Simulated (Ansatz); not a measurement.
MgI₂:
```xyz
3
Lattice="4.1650 0.0000 0.0000 -2.0825 3.6070 0.0000 0.0000 0.0000 6.9706" Properties=species:S:1:pos:R:3 pbc="T T T"
Mg     0.0000     0.0000     0.0000
I      0.0000     2.4047     1.6664
I      2.0825     1.2023     5.3042
```

Cartesian axes are those of the cell as given.

Problem. Give the high-frequency dielectric tensor and the Born effective charge tensors of the independent atoms from DFPT, r²SCAN+D4 in the plane-wave PAW code Ansatz.

Solution. 
ε∞:
```
4.05  0.00  0.00
0.00  4.05  0.00
0.00  0.00  3.57
```
Z* of atom 1 (Mg), rows: field, columns: displacement, in e:
```
2.48  0.00  0.00
0.00  2.48  0.00
0.00  0.00  1.57
```
Z* of atom 2 (I), rows: field, columns: displacement, in e:
```
-1.24   0.00   0.00
 0.00  -1.24   0.00
 0.00   0.00  -0.78
```

Static charges for comparison (Bader): Mg1 +1.68, I2 -0.84 e. Born charges measure polarisation by displacement and can exceed these by far.

Space group P-3m1 (CdI2 type). The r²SCAN+D4 relaxation kept the symmetry of its start. Scalar-relativistic: spin–orbit coupling is off unless named, which matters more the heavier the elements.

Potentials: the later of the program's two PAW sets.
